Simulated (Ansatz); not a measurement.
Input file for Ansatz (an electronic-structure program):

Ansatz 0.2 input:
```yaml
crystal:
  lattice:
    - [5.1503023009, 0.0, 0.0]
    - [0.0, 5.1503023009, 0.0]
    - [0.0, 0.0, 5.1503023009]
  atoms:
    - { symbol: Sb, position: [0.0, 0.0, 0.0] }
    - { symbol: Sb, position: [0.5, 0.5, 0.5] }
    - { symbol: Ti, position: [0.0, 0.5, 0.25] }
    - { symbol: Ti, position: [0.0, 0.5, 0.75] }
    - { symbol: Ti, position: [0.25, 0.0, 0.5] }
    - { symbol: Ti, position: [0.75, 0.0, 0.5] }
    - { symbol: Ti, position: [0.5, 0.75, 0.0] }
    - { symbol: Ti, position: [0.5, 0.25, 0.0] }
kpoints:
  mp_grid: { grid: [14, 14, 14] }
hamiltonian:
  xc: pbesol
  pseudopotentials: { kind: paw }
scf:
  occupations: { method: fermi_dirac, width: 0.1 }
elastic: { mode: relaxed_ion, stencil: two_point, amplitude: 0.005, f_tol: 0.0005 }
```

Output (shortened):

```
Pseudopotential: Sb, paw, valence charge 15
Pseudopotential: Ti, paw, valence charge 12
Functional definition: PBEsol
Crystal: 8 atoms, lattice volume = 136.615 Å³
Basis set: ecut = 420 eV, 2721 PW (Γ), exchange–correlation on 72×72×72 points (8 copies of the dense FFT grid, shifted against one another)
Bands: 62, of which v1, the nominal top of the filled ones, is band 51 counted from 1 (50 counted from 0)
Symmetry: 48 space group operations
Space group: Pm-3n (ITA 223), of the structure as read, at distance tolerance 5.2e-5 Å
k-points: 120 of 2744
SCF 1 converged in 10 iterations: F = -27663.317289 eV  dr2 = 5.07e-14
Crystal: 8 atoms, lattice volume = 135.932 Å³
Basis set: ecut = 420 eV, 2625 PW (Γ), exchange–correlation on 72×72×72 points (8 copies of the dense FFT grid, shifted against one another)
Symmetry: 16 space group operations
k-points: 288 of 2744
SCF 2 converged in 11 iterations: F = -27663.313425 eV  dr2 = 3.79e-14
relax step   1: F+E_penalty+E_count = -27663.31342454 eV  Δ(F+E_penalty+E_count) = +0.000e0 eV  max|allowed force component| = 3.652e-2 eV/Å  Δτ_max = 0.0000 Å  (11 SCF iters, accepted)
Crystal: 8 atoms, lattice volume = 135.932 Å³
SCF 3 converged in 10 iterations: F = -27663.313612 eV  dr2 = 1.81e-15
relax step   2: F+E_penalty+E_count = -27663.31361192 eV  Δ(F+E_penalty+E_count) = -1.874e-4 eV  max|allowed force component| = 9.511e-3 eV/Å  Δτ_max = 0.0020 Å  (10 SCF iters, accepted)
Crystal: 8 atoms, lattice volume = 135.932 Å³
SCF 4 converged in 8 iterations: F = -27663.313626 eV  dr2 = 5.53e-14
relax step   3: F+E_penalty+E_count = -27663.31362556 eV  Δ(F+E_penalty+E_count) = -1.363e-5 eV  max|allowed force component| = 1.424e-6 eV/Å  Δτ_max = 0.0007 Å  (8 SCF iters, accepted)
Crystal: 8 atoms, lattice volume = 135.932 Å³
SCF 5 converged in 14 iterations: F = -27663.313626 eV  dr2 = 0.0
Crystal: 8 atoms, lattice volume = 137.298 Å³
SCF 6 converged in 11 iterations: F = -27663.315995 eV  dr2 = 4.60e-14
relax step   1: F+E_penalty+E_count = -27663.31599478 eV  Δ(F+E_penalty+E_count) = +0.000e0 eV  max|allowed force component| = 3.497e-2 eV/Å  Δτ_max = 0.0000 Å  (11 SCF iters, accepted)
Crystal: 8 atoms, lattice volume = 137.298 Å³
SCF 7 converged in 10 iterations: F = -27663.316182 eV  dr2 = 2.85e-15
relax step   2: F+E_penalty+E_count = -27663.31618160 eV  Δ(F+E_penalty+E_count) = -1.868e-4 eV  max|allowed force component| = 4.894e-4 eV/Å  Δτ_max = 0.0026 Å  (10 SCF iters, accepted)
Crystal: 8 atoms, lattice volume = 137.298 Å³
SCF 8 converged in 14 iterations: F = -27663.316182 eV  dr2 = 0.0
Crystal: 8 atoms, lattice volume = 136.614 Å³
Basis set: ecut = 420 eV, 2677 PW (Γ), exchange–correlation on 72×72×72 points (8 copies of the dense FFT grid, shifted against one another)
Symmetry: 8 space group operations
k-points: 456 of 2744
SCF 9 converged in 10 iterations: F = -27663.316748 eV  dr2 = 9.45e-14
relax step   1: F+E_penalty+E_count = -27663.31674774 eV  Δ(F+E_penalty+E_count) = +0.000e0 eV  max|allowed force component| = 2.795e-2 eV/Å  Δτ_max = 0.0000 Å  (10 SCF iters, accepted)
Crystal: 8 atoms, lattice volume = 136.614 Å³
SCF 10 converged in 9 iterations: F = -27663.317005 eV  dr2 = 3.50e-14
relax step   2: F+E_penalty+E_count = -27663.31700506 eV  Δ(F+E_penalty+E_count) = -2.573e-4 eV  max|allowed force component| = 1.057e-2 eV/Å  Δτ_max = 0.0074 Å  (9 SCF iters, accepted)
Crystal: 8 atoms, lattice volume = 136.614 Å³
SCF 11 converged in 8 iterations: F = -27663.317048 eV  dr2 = 7.58e-14
relax step   3: F+E_penalty+E_count = -27663.31704809 eV  Δ(F+E_penalty+E_count) = -4.303e-5 eV  max|allowed force component| = 2.025e-4 eV/Å  Δτ_max = 0.0020 Å  (8 SCF iters, accepted)
Crystal: 8 atoms, lattice volume = 136.614 Å³
SCF 12 converged in 14 iterations: F = -27663.317048 eV  dr2 = 0.0
Crystal: 8 atoms, lattice volume = 136.614 Å³
SCF 13 converged in 10 iterations: F = -27663.316748 eV  dr2 = 9.46e-14
relax step   1: F+E_penalty+E_count = -27663.31674774 eV  Δ(F+E_penalty+E_count) = +0.000e0 eV  max|allowed force component| = 2.795e-2 eV/Å  Δτ_max = 0.0000 Å  (10 SCF iters, accepted)
Crystal: 8 atoms, lattice volume = 136.614 Å³
SCF 14 converged in 9 iterations: F = -27663.317048 eV  dr2 = 1.88e-14
relax step   2: F+E_penalty+E_count = -27663.31704810 eV  Δ(F+E_penalty+E_count) = -3.004e-4 eV  max|allowed force component| = 2.248e-4 eV/Å  Δτ_max = 0.0054 Å  (9 SCF iters, accepted)
Crystal: 8 atoms, lattice volume = 136.614 Å³
SCF 15 converged in 14 iterations: F = -27663.317048 eV  dr2 = 0.0
SCF converged after 10 iterations
Free energy (F): -27663.317289 eV
Harris-Foulkes:  -27663.317289 eV  (|F-HF|=0.00e0)
Internal energy: -27662.904809 eV  (E = F + TS)
E sigma→0 (E₀):  -27663.111049 eV
Entropy (-TS):   -0.412480 eV (-51.560 meV/atom)
Fermi energy:    15.032502 eV
--- Per-component energies (eV) ---
  E_band       = -997.382154
  E_kinetic    = 2068.437933
  E_local      = -7075.429804  (includes V_loc(G=0)·N_el)
  E_nonlocal   = 795.709328
  E_hartree    = 3087.850860
  E_xc         = -862.468090
  E_vxc        = -932.336404  (∫ρ·V_xc dr)
  E_paw        = -15145.261938  (= ΣΔE_a)
  E_vpaw       = -2029.465601  (= ΣTr[D̂ρ^β])
  E_aug_tail   = 0.000681  (compensation charges beyond the density's cutoff)
  E_ewald      = -10533.243798
  E_core_change = 1.500020  (= ΣΔE_core)
  E_smearing   = -0.412480  (= −TS)
  E_closure    = 0.000000  (closes the sum)
  Σ components = -27663.317289   (vs F -27663.317289, Δ=0.00e0)
--- Forces (eV/Å), atoms counted from 1 ---
  atom   1  Sb     0.00000000     0.00000000     0.00000000
  atom   2  Sb     0.00000000     0.00000000     0.00000000
  atom   3  Ti     0.00000000     0.00000000     0.00000000
  atom   4  Ti     0.00000000     0.00000000     0.00000000
  atom   5  Ti     0.00000000     0.00000000     0.00000000
  atom   6  Ti     0.00000000     0.00000000     0.00000000
  atom   7  Ti     0.00000000     0.00000000     0.00000000
  atom   8  Ti     0.00000000     0.00000000     0.00000000
  max |Σ_I F_I| component: 1.45e-17 eV/Å
--- Stress (GPa, compression-positive) ---
        0.294740       0.000000       0.000000
        0.000000       0.294740       0.000000
        0.000000       0.000000       0.294740
  P = ⅓ Tr σ = 0.2947 GPa (2.947 kbar)
--- Band table (eV; the first three rows and the last of 120) ---
  k-point 0: bands = ["-41.2650", "-41.2163", "-41.2163", "-41.0733", "-41.0733", "-41.0733", "-18.0965", "-18.0965", "-18.0041", "-17.7530", "-17.7530", "-17.7530", "-17.5490", "-17.5490", "-17.5490", "-17.5322", "-17.5322", "-17.5322", "-17.4809", …
  k-point 1: bands = ["-41.2640", "-41.2168", "-41.2150", "-41.0753", "-41.0733", "-41.0733", "-18.0959", "-18.0890", "-18.0007", "-17.7528", "-17.7528", "-17.7498", "-17.5546", "-17.5546", "-17.5482", "-17.5350", "-17.5257", "-17.5257", "-17.4818", …
  k-point 2: bands = ["-41.2610", "-41.2181", "-41.2110", "-41.0812", "-41.0734", "-41.0734", "-18.0943", "-18.0729", "-17.9844", "-17.7522", "-17.7522", "-17.7405", "-17.5630", "-17.5630", "-17.5457", "-17.5433", "-17.5149", "-17.5149", "-17.4843", …
  k-point 119: bands = ["-41.1536", "-41.1536", "-41.1536", "-41.1536", "-41.1536", "-41.1536", "-17.7181", "-17.7181", "-17.6334", "-17.6334", "-17.6334", "-17.6334", "-17.6334", "-17.6334", "-17.5188", "-17.5188", "-17.5188", "-17.5188", "-17.5028", …
--- Elastic constants: 2 strain directions × 2 members + reference (group order 48) ---
  dense FFT box of the reference and of every strained cell: 36×36×36
  strains applied: 11, 23; error gains: componentwise 1.00 (the most a stress slope's error grows in a printed constant), spectral 1.73 (1 for all six strains …
  C = ∂σ_k/∂η_j (tension-positive GPa; Voigt order 11 22 33 23 13 12):
       223.492     83.616     83.616      0.000      0.000      0.000
        83.616    223.492     83.616      0.000      0.000      0.000
        83.616     83.616    223.492      0.000      0.000      0.000
         0.000      0.000      0.000     22.204      0.000      0.000
         0.000      0.000      0.000      0.000     22.204      0.000
         0.000      0.000      0.000      0.000      0.000     22.204
  reference stress σ⁰ (GPa):     -0.295     -0.295     -0.295      0.000      0.000      0.000
  moduli (Voigt/Reuss/Hill, GPa): K = 130.24/130.24/130.24   G = 41.30/30.54/35.92   E = 98.69   ν = 0.374
  mechanically stable: yes (min eigenvalue of sym C = 22.20 GPa)
  strain η (Voigt 11):  stress-route row diagonal C_11 = 223.49 GPa, energy-path curvature d²(F+E_count+ΔE)/dδ²/Ω₀ = 223.49 GPa
         δ    σ_11 (GPa)             F (eV)   n_scf  n_hpsi   n_pw
    -5.000e-3      -1.4280      -27663.3136256      14  372174   2680   relax 3 steps, max|allowed force component| 1.42e-6 eV/Å
     5.000e-3       0.8069      -27663.3161816      14  372517   2721   relax 2 steps, max|allowed force component| 4.89e-4 eV/Å
  strain η (Voigt 23):  stress-route row diagonal C_44 = 22.20 GPa, energy-path curvature d²(F+E_count+ΔE)/dδ²/Ω₀ = 22.33 GPa
         δ    σ_23 (GPa)             F (eV)   n_scf  n_hpsi   n_pw
    -5.000e-3      -0.1110      -27663.3170481      14  587976   2694   relax 3 steps, max|allowed force component| 2.03e-4 eV/Å
     5.000e-3       0.1110      -27663.3170481      14  588423   2694   relax 2 steps, max|allowed force component| 2.25e-4 eV/Å
```

Cost: roughly 80 core-minutes on shared cores.

The workflow started from an entry of the Crystallography Open Database (COD). Whether it is the stable phase at ambient conditions was not checked. The cell was relaxed with PBEsol under the symmetry of its start; its stability against distortions is not shown here. No spin polarisation was allowed. As this level gives no gap, shear constants depend on the k-mesh and smearing (Fermi–Dirac, 0.1 eV here). Scalar-relativistic: spin–orbit coupling is off unless named, which matters more the heavier the elements.

Potentials: the later of the program's two PAW sets.

Ansatz is a plane-wave DFT program.
